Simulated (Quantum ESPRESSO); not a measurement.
# Au2Ru2TiZr3 in 6 site orders

Calculated results; nothing here was measured. They come from Quantum ESPRESSO 7.5, a public plane-wave density functional program. Each row is one single-point run on a made-up periodic cell of eight metal atoms, with elements, volume, strain and displacements drawn at random and not relaxed, so a cell may be unstable or far from any real phase. There is no spin polarisation or spin-orbit coupling.

Settings: PBE unless stated; PseudoDojo standard norm-conserving files; Fermi-Dirac width 0.25 eV, which means electrons at about 2900 K; cutoff 1143 eV; 8 x 5 x 3 k mesh shifted half a step off Gamma. E is the free energy of the whole cell (internal energy minus TS), so a -TS column is already part of it. Stress is positive in tension, and the pressure P is minus a third of its trace.

Checks: one run of this series was repeated at a higher cutoff and on a denser mesh, which moved values by no more than 0.002 eV, 0.06 GPa and 0.003 eV/Å, and a second program with other atomic files agreed on it to 2 % rms in force and 0.5 GPa in pressure. Known limits: heavy elements are run without spin-orbit coupling, which real alloys of them have; a spin test at this wide smearing found no moment, but such smearing suppresses magnetism that the real alloy may have.

The lattice is hexagonal close-packed, and the cell vectors in Å are (3.010, 0.000, 0.000); (0.000, 5.214, 0.000); (0.000, 0.000, 9.669), a volume of 151.77 Å³. The runs put one composition on the same eight displaced sites in different orders. E is counted from run 1, and the rms force is over all 24 components. Nothing is relaxed, so E mixes bonding between neighbours with strain on unrelaxed sites, and it is not an ordering energy.

| run | elements on sites 1 to 8 | E (eV) | -TS (eV) | rms force (eV/Å) | largest force (eV/Å) | P (GPa) |
|---|---|---|---|---|---|---|
| 1 | Zr Au Ti Ru Zr Zr Ru Au | 0.000 | -1.993 | 0.285 | 0.80 | -4.08 |
| 2 | Zr Au Zr Ru Ti Zr Ru Au | -0.035 | -1.985 | 0.485 | 1.34 | -3.97 |
| 3 | Zr Au Ru Au Ru Zr Ti Zr | -0.803 | -1.944 | 0.524 | 1.56 | -5.32 |
| 4 | Ru Zr Au Ti Au Ru Zr Zr | -0.015 | -1.993 | 0.494 | 1.75 | -4.19 |
| 5 | Zr Au Ti Ru Zr Zr Au Ru | -0.046 | -2.031 | 0.556 | 1.58 | ? |
| 6 | Zr Ru Ti Zr Ru Au Au Zr | 0.061 | -2.056 | 0.515 | 1.60 | -3.90 |

## Worked fit

A straight line through the runs shown gives P = -4.04 + 1.59 E GPa with E in eV, an error of 0.15 on the slope and a scatter of 0.11 GPa. At this fixed volume the orders of higher energy tend to have the higher pressure.

## Withheld value

Question: what pressure should run 5 give?

The fit gives -4.11 ± 0.12 GPa. The calculation gave -4.40 GPa. This run lies off the fit by more than twice that error, so something that the fit leaves out matters here.
